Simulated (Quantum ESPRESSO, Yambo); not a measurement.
K2PtC2 (space group P-3m1, No. 164). The geometry is that of Materials Project entry mp-976876, symmetrised and not relaxed again. Chain: PBEsol (pw.x of Quantum ESPRESSO, ONCV potentials, with spin-orbit coupling); G0W0 in Yambo (3×3×2 Γ-centred k mesh, bands 9 to 258 and a 6 Ry block in the screening, 258 bands in G with the Bruneval-Gonze terminator, plasmon pole fitted at 27.2 eV); BSE (3×3×4 mesh, 16 valence and 14 conduction bands, static screening with 132 bands and a 3 Ry block, scissor 0.78 eV, Tamm-Dancoff).

```json
{
  "PBEsol gap (dense path)": "0.59 eV",
  "PBEsol gap A → (0, 0.333, -0.5) on the GW mesh": "0.90 eV",
  "PBEsol smallest direct gap on the GW mesh, at (0, 0.333, -0.5)": "0.93 eV",
  "G0W0 direct gap at that point": "1.70 eV",
  "G0W0 correction to the gap A → (0, 0.333, -0.5)": "0.77 eV",
  "lowest_exciton": "no binding energy given (see below)"
}
```

Rough cost of the Yambo steps against G0W0 for 13 states: BSE within a factor of two.

Nearest settings tried, and what they do to the gap: 172 bands in G: -6 meV; 108 bands in W, 108 bands in G: +65 meV; 3 Ry block (83 vectors against 213): -102 meV. Not varied: mesh. So the settings aren't converged at that level. The k mesh is coarse. The mesh misses a band edge: along a dense path the PBEsol gap is 0.59 eV against 0.90 eV on the mesh. The BSE states are vertical excitations (zero momentum); the indirect quasiparticle gap, about 1.36 eV, is smaller than the direct one (1.70 eV on the GW mesh). The run can't give a binding energy: the direct gap on its mesh, 1.70 eV, isn't the smallest one (1.40 eV from the band path plus the scissor). Axes are Cartesian, with cell vectors (Å) (5.14, 0.00, 0.00), (-2.57, 4.45, 0.00), (0.00, 0.00, 5.19).

The structure is a Materials Project entry; no match was found in the copy of COD used, and its stability was not checked.
